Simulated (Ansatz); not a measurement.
PbS:
```xyz
4
Lattice="4.2253 0.0000 0.0000 0.0000 5.9714 0.0000 0.0000 0.0000 4.2253" Properties=species:S:1:pos:R:3 pbc="T T T"
Pb     2.1126     2.9857     1.0560
Pb     0.0000     0.0000     3.1693
S      0.0000     2.9857     3.1693
S      2.1126     0.0000     1.0560
```

The program Ansatz at the r²SCAN level (PAW) gives a gap of 0.69 eV without spin–orbit coupling, maximum at T, minimum at S.

Q: What happens when spin–orbit coupling is switched on?

A: The gap decreases by 0.49 eV, to 0.20 eV; maximum at T, minimum at S.

Space group Fm-3m (rock salt). The r²SCAN relaxation kept the symmetry of its start.

Potentials: the later of the program's two PAW sets.
